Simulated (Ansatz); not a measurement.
Consider the following.

ScPd:
Space group Pm-3m (No. 221); a = 3.267 Å, b = 3.267 Å, c = 3.267 Å, α = 90.00°, β = 90.00°, γ = 90.00°

```csv
atom,site,symmetry,x,y,z
Sc,1b,m-3m,0.5000,0.5000,0.5000
Pd,1a,m-3m,0.0000,0.0000,0.0000
```

This is the PBEsol-relaxed structure.

Q: All from DFT-PBEsol in the program Ansatz with PAW potentials, unless another level is named. Predict the density of states at the Fermi level.

A: 0.68 states/eV per atom (mean over ±0.08 eV).

Q: Predict the formation energy from the elements (no fitted shifts).

A: -0.89 eV/atom.

Q: Predict the gap with spin–orbit coupling.

A: none (metallic).

The workflow started from a Materials Project entry (that database holds measured and hypothetical structures alike); the Crystallography Open Database files this formula in space group No. 221, but the cells were not matched. Its standing as an ambient phase is unchecked. The cell was relaxed with PBEsol under the symmetry of its start; of distortions, only those at the zone centre were tested. No spin polarisation was allowed. The references are the lowest solids computed at this level, not always the standard phases. Spin–orbit coupling is left out wherever it is not named.

Potentials: the later of the program's two PAW sets.
